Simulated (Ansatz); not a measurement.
Relaxation of a relaxed TiB2 cell displaced along its unstable phonon at q = (½, ½, 0) of its primitive reciprocal cell (134i cm⁻¹), largest move 0.15 Å; 12 atoms in the cell, which starts as P2₁/c (No. 14), mP12; a = 4.543 Å, b = 4.431 Å, c = 5.733 Å, α = γ = 90.00°, β = 108.00°. Calculation: PBEsol (plane waves to 420 eV, PAW, scalar-relativistic; Ansatz, a program for electronic structure). Γ-centred k-mesh 10×10×8 on the run's cell (coarser than for final values), Fermi–Dirac smearing 0.05 eV. This is the first round of the run. 

The optimiser's lines from the output (shortened; P is positive under compression):

```
relax step   1: F+E_penalty+E_count = -11121.87235590 eV  Δ(F+E_penalty+E_count) = +0.000e0 eV  max|allowed force component| = 2.019e-1 eV/Å  Δτ_max = 0.0000 Å  P = -0.647 GPa  Ω = 109.744 Å³  (8 SCF iters, dr2 threshold 1.00e-7 eV, accepted)
relax step   2: F+E_penalty+E_count = -11121.90961072 eV  Δ(F+E_penalty+E_count) = -3.725e-2 eV  max|allowed force component| = 1.375e-1 eV/Å  Δτ_max = 0.0186 Å  P = -0.138 GPa  Ω = 109.279 Å³  (6 SCF iters, dr2 threshold 1.20e-6 eV, accepted)
relax step   3: F+E_penalty+E_count = -11122.00021529 eV  Δ(F+E_penalty+E_count) = -9.060e-2 eV  max|allowed force component| = 2.873e-1 eV/Å  Δτ_max = 0.0809 Å  P = +0.981 GPa  Ω = 108.331 Å³  (6 SCF iters, dr2 threshold 1.18e-6 eV, accepted)
relax step   4: F+E_penalty+E_count = -11122.20417613 eV  Δ(F+E_penalty+E_count) = -2.040e-1 eV  max|allowed force component| = 6.187e-1 eV/Å  Δτ_max = 0.1950 Å  P = +2.050 GPa  Ω = 107.191 Å³  (6 SCF iters, dr2 threshold 1.20e-6 eV, accepted)
relax step   5: F+E_penalty+E_count = -11122.63711114 eV  Δ(F+E_penalty+E_count) = -4.329e-1 eV  max|allowed force component| = 6.341e-1 eV/Å  Δτ_max = 0.2000 Å  P = +1.471 GPa  Ω = 108.217 Å³  (6 SCF iters, dr2 threshold 1.20e-6 eV, accepted)
relax step   6: F+E_penalty+E_count = -11122.46654762 eV  Δ(F+E_penalty+E_count) = +1.706e-1 eV  max|allowed force component| = 1.862e0 eV/Å  Δτ_max = 0.1947 Å  P = -1.416 GPa  Ω = 109.991 Å³  (6 SCF iters, dr2 threshold 1.20e-6 eV, rejected (line search))
relax step   7: F+E_penalty+E_count = -11122.94012324 eV  Δ(F+E_penalty+E_count) = -3.030e-1 eV  max|allowed force component| = 7.072e-1 eV/Å  Δτ_max = 0.0943 Å  P = +0.137 GPa  Ω = 108.198 Å³  (10 SCF iters, accepted)
relax step   8: F+E_penalty+E_count = -11123.27588571 eV  Δ(F+E_penalty+E_count) = -3.358e-1 eV  max|allowed force component| = 5.192e-1 eV/Å  Δτ_max = 0.0972 Å  P = -1.237 GPa  Ω = 107.608 Å³  (6 SCF iters, dr2 threshold 1.20e-6 eV, accepted)
relax step   9: F+E_penalty+E_count = -11123.78604976 eV  Δ(F+E_penalty+E_count) = -5.102e-1 eV  max|allowed force component| = 8.048e-1 eV/Å  Δτ_max = 0.1474 Å  P = -1.536 GPa  Ω = 105.223 Å³  (6 SCF iters, dr2 threshold 1.20e-6 eV, accepted)
relax step  10: F+E_penalty+E_count = -11123.98160643 eV  Δ(F+E_penalty+E_count) = -1.956e-1 eV  max|allowed force component| = 1.117e0 eV/Å  Δτ_max = 0.1949 Å  P = +3.384 GPa  Ω = 101.614 Å³  (6 SCF iters, dr2 threshold 1.20e-6 eV, accepted)
relax step  11: F+E_penalty+E_count = -11124.99838453 eV  Δ(F+E_penalty+E_count) = -1.017e0 eV  max|allowed force component| = 5.436e-1 eV/Å  Δτ_max = 0.0943 Å  P = +1.859 GPa  Ω = 100.915 Å³  (6 SCF iters, dr2 threshold 1.20e-6 eV, accepted)
relax step  12: F+E_penalty+E_count = -11125.32554958 eV  Δ(F+E_penalty+E_count) = -3.272e-1 eV  max|allowed force component| = 4.920e-1 eV/Å  Δτ_max = 0.1209 Å  P = +1.833 GPa  Ω = 100.270 Å³  (6 SCF iters, dr2 threshold 1.20e-6 eV, accepted)
relax step  13: F+E_penalty+E_count = -11125.45676219 eV  Δ(F+E_penalty+E_count) = -1.312e-1 eV  max|allowed force component| = 1.802e-1 eV/Å  Δτ_max = 0.0445 Å  P = -2.569 GPa  Ω = 102.449 Å³  (6 SCF iters, dr2 threshold 1.20e-6 eV, accepted)
relax step  14: F+E_penalty+E_count = -11125.47492507 eV  Δ(F+E_penalty+E_count) = -1.816e-2 eV  max|allowed force component| = 5.084e-2 eV/Å  Δτ_max = 0.0151 Å  P = +0.287 GPa  Ω = 101.268 Å³  (6 SCF iters, dr2 threshold 1.20e-6 eV, accepted)
relax step  15: F+E_penalty+E_count = -11125.47673470 eV  Δ(F+E_penalty+E_count) = -1.810e-3 eV  max|allowed force component| = 1.583e-2 eV/Å  Δτ_max = 0.0103 Å  P = +0.016 GPa  Ω = 101.332 Å³  (6 SCF iters, dr2 threshold 1.20e-6 eV, accepted)
relax step  16: F+E_penalty+E_count = -11125.47680358 eV  Δ(F+E_penalty+E_count) = -6.888e-5 eV  max|allowed force component| = 2.443e-3 eV/Å  Δτ_max = 0.0014 Å  P = -0.028 GPa  Ω = 101.339 Å³  (6 SCF iters, dr2 threshold 2.68e-8 eV, accepted)
relax step  17: F+E_penalty+E_count = -11125.47681711 eV  Δ(F+E_penalty+E_count) = -1.353e-5 eV  max|allowed force component| = 7.702e-4 eV/Å  Δτ_max = 0.0002 Å  P = -0.003 GPa  Ω = 101.333 Å³  (6 SCF iters, dr2 threshold 2.01e-8 eV, accepted)
relax step  18: F+E_penalty+E_count = -11125.47271077 eV  Δ(F+E_penalty+E_count) = +4.106e-3 eV  max|allowed force component| = 6.728e-4 eV/Å  Δτ_max = 0.0000 Å  P = -0.041 GPa  Ω = 101.333 Å³  stress off target by 7.01e-2 GPa  SCF on the basis re-selected at this cell (its energy is not comparable with the rows above)  (6 SCF iters)
relax step  19: F+E_penalty+E_count = -11125.47272910 eV  Δ(F+E_penalty+E_count) = -1.833e-5 eV  max|allowed force component| = 3.492e-4 eV/Å  Δτ_max = 0.0002 Å  P = +0.001 GPa  Ω = 101.315 Å³  (6 SCF iters, dr2 threshold 1.23e-8 eV, accepted)
relax step  20: F+E_penalty+E_count = -11125.47271329 eV  Δ(F+E_penalty+E_count) = +1.581e-5 eV  max|allowed force component| = 3.493e-4 eV/Å  Δτ_max = 0.0000 Å  P = +0.001 GPa  Ω = 101.315 Å³  stress off target by 4.32e-3 GPa  SCF on the basis re-selected at this cell (its energy is not comparable with the rows above)  (7 SCF iters)
```

From the first to the last row the energy changes by -0.30 eV/atom and the volume by -7.7 %. The last row is marked as not comparable with the walk above it, whose basis was carried along; it does compare with step 1, since both stand on a basis selected at the nominal cutoff for their own cell.

Step 6 was rejected by the optimiser.

Later rounds, restarted from the end of this one on a renewed k-mesh, logged 4 more steps and released under 0.01 eV/atom more. The final structure after all rounds: P2₁/c (No. 14), mP12; a = 4.3501 Å, b = 4.3831 Å, c = 5.7350 Å, α = 90.00°, β = 112.10°, γ = 90.00°. Between re-selections the logged energies stand on a plane-wave basis carried along with the cell. No spin polarisation in the result.

The run could not lose the symmetry of its start, so the end can be a saddle point.

The relaxed structure here is a generated cell of TiB2: the first start was made by placing the elements on the sites of a structure type, and the end was not matched to a known phase here, so it may be hypothetical. Known forms of TiB2 include space group No. 191.
